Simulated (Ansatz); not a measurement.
ReW:
```
CELL_PARAMETERS angstrom
      3.13063     0.00000     0.00000
      0.00000     3.13063     0.00000
      0.00000     0.00000     3.13063
ATOMIC_POSITIONS crystal
  W  0.00000 0.00000 0.00000
  Re 0.50000 0.50000 0.50000
```

Relaxed with r²SCAN. Special points in fractions of this cell's reciprocal vectors: Γ (0.000, 0.000, 0.000); X (0.000, 0.500, 0.000); M (0.500, 0.500, 0.000); R (0.500, 0.500, 0.500).

Q: List the band energies nearest the Fermi level at these points for DFT-r²SCAN with spin–orbit coupling in the program Ansatz with PAW potentials.

A: In eV from the Fermi level; about four levels below and three above (degenerate sets whole), none deeper than 8.9 eV; points with the same levels are listed once.

| k | below | above |
|---|---|---|
| Γ | -2.56 -2.56 -2.56 -2.56 -1.99 -1.99 | 1.62 1.62 1.62 1.62 |
| X | -0.85 -0.85 -0.16 -0.16 | 1.10 1.10 2.30 2.30 |
| M | -0.19 -0.19 -0.17 -0.17 | 1.05 1.05 1.47 1.47 |
| R | -3.71 -3.71 -3.71 -3.71 | 1.88 1.88 1.88 1.88 |

Space group Pm-3m (CsCl type). A made-up cell: these elements were put on the sites of a structure type; neither database checked (COD, Materials Project) lists it. Its standing as an ambient phase is unchecked. Symmetry was held in the r²SCAN relaxation; its stability against distortions is not shown here. The run is not spin-polarised.

Potentials: the later of the program's two PAW sets.
